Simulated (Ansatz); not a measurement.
Relaxed-ion elastic tensor of Cd (hcp (Mg type), P6_3/mmc) in GPa (Voigt order), DFT-PBE+D3(BJ) in the program Ansatz with PAW potentials; density 8.79 g/cm³, 21.24 Å³ per atom.

```
92.8  48.8  42.9   0.0   0.0   0.0
48.8  92.8  42.9   0.0   0.0   0.0
42.9  42.9  56.0   0.0   0.0   0.0
 0.0   0.0   0.0  12.1   0.0   0.0
 0.0   0.0   0.0   0.0  12.1   0.0
 0.0   0.0   0.0   0.0   0.0  22.0
```

Question: Is the crystal mechanically stable?

Answer: Yes: the smallest eigenvalue of C is 12.1 GPa.

Question: Work out the Voigt, Reuss and Hill averages.

Answer: K_V = 56.8, K_R = 51.8, K_H = 54.3; G_V = 16.4, G_R = 14.9, G_H = 15.6 GPa.

Question: Give Young's modulus, Poisson's ratio, Pugh's ratio and the universal anisotropy index.

Answer: E = 9KG/(3K + G) = 42.8 GPa; ν = 0.37; K/G = 3.48 (ductile by the Pugh limit of 1.75); A_U = 5G_V/G_R + K_V/K_R − 6 = 0.60.

Question: Estimate the sound speeds and the Debye temperature.

Answer: v_l = √((K + 4G/3)/ρ) = 2920 m/s, v_t = √(G/ρ) = 1330 m/s, mean 1500 m/s; Θ = (h/k)(3n/4πV)^(1/3) v_m = 162 K.

Question: Solve the Christoffel equation for the three sound speeds along x, y, z.

Answer: Eigenvalues of C_ijkl n_j n_l equal ρv². In km/s, slowest first: x 1.17, 1.58, 3.25; y 1.17, 1.58, 3.25; z 1.17, 1.17, 2.52.

Question: How much does each axis shrink under pressure?

Answer: Linear compressibilities β_i = Σ_j S_ij (j = 1 to 3): x 3.1, y 3.1, z 13 per TPa.

The cell was relaxed with PBE+D3(BJ) under the symmetry of its start. The pairwise dispersion correction was not fitted to metals. As this level gives no gap, shear constants depend on the k-mesh and smearing (Fermi–Dirac, 0.1 eV here).

Potentials: the later of the program's two PAW sets.
